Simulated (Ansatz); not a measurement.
Given:

SiC:
```
SiC
1.0
    3.07127     0.00000     0.00000
   -1.53563     2.65979     0.00000
    0.00000     0.00000     5.03641
Si C
2 2
Direct
  0.33333   0.66667   0.49948
  0.66667   0.33333   0.99948
  0.33333   0.66667   0.87552
  0.66667   0.33333   0.37552
```

This is the HSE06-relaxed structure.

**Question.** All from HSE06 in the plane-wave PAW code Ansatz, unless another level is named. Give the band gap.

**Answer.** 3.17 eV (indirect).

**Question.** What about the smallest direct gap on the standard path?

**Answer.** 5.07 eV.

**Question.** Give the valence-band maximum.

**Answer.** at Γ.

**Question.** Give the conduction-band minimum.

**Answer.** at K (2 equivalent valleys).

Space group P6_3mc (wurtzite). The cell was relaxed with HSE06 under the symmetry of its start. The hybrid was solved on a coarse mesh, the path and, where they were found, the r²SCAN edge points; its band edges are the extreme levels among these.

Potentials: the earlier of the program's two PAW sets.
